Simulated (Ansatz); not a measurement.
KF:
```cif
data_F4K4
_chemical_formula_sum 'K4 F4'
_space_group_name_H-M_alt 'Fm-3m'
_space_group_IT_number 225
_space_group_name_Hall '-F 4 2 3'
_cell_length_a 5.31887
_cell_length_b 5.31887
_cell_length_c 5.31887
_cell_angle_alpha 90.000
_cell_angle_beta 90.000
_cell_angle_gamma 90.000
loop_
_atom_site_label
_atom_site_type_symbol
_atom_site_symmetry_multiplicity
_atom_site_Wyckoff_symbol
_atom_site_fract_x
_atom_site_fract_y
_atom_site_fract_z
_atom_site_occupancy
K1 K 4 a 0.00000 0.00000 0.00000 1
F1 F 4 b 0.50000 0.50000 0.50000 1
```
(The calculation used a cell of 2 atoms; values per cell refer to that cell.)

Relaxed with r²SCAN.

Problem. Decompose the optical modes at the zone centre into irreducible representations, and say which are infrared and Raman allowed.

Solution. Point group m-3m: Γ_opt = T1u. Infrared: T1u. Raman: none.

Problem. Assign frequencies (DFPT, the program Ansatz at the r²SCAN level (PAW); without the LO–TO term).

Solution. T1u 194 cm⁻¹.

The r²SCAN relaxation kept the symmetry of its start.

Potentials: the earlier of the program's two PAW sets. The files were generated under PBE; for other functionals the program regenerates the frozen cores, and for LDA and PBEsol the local potential too.
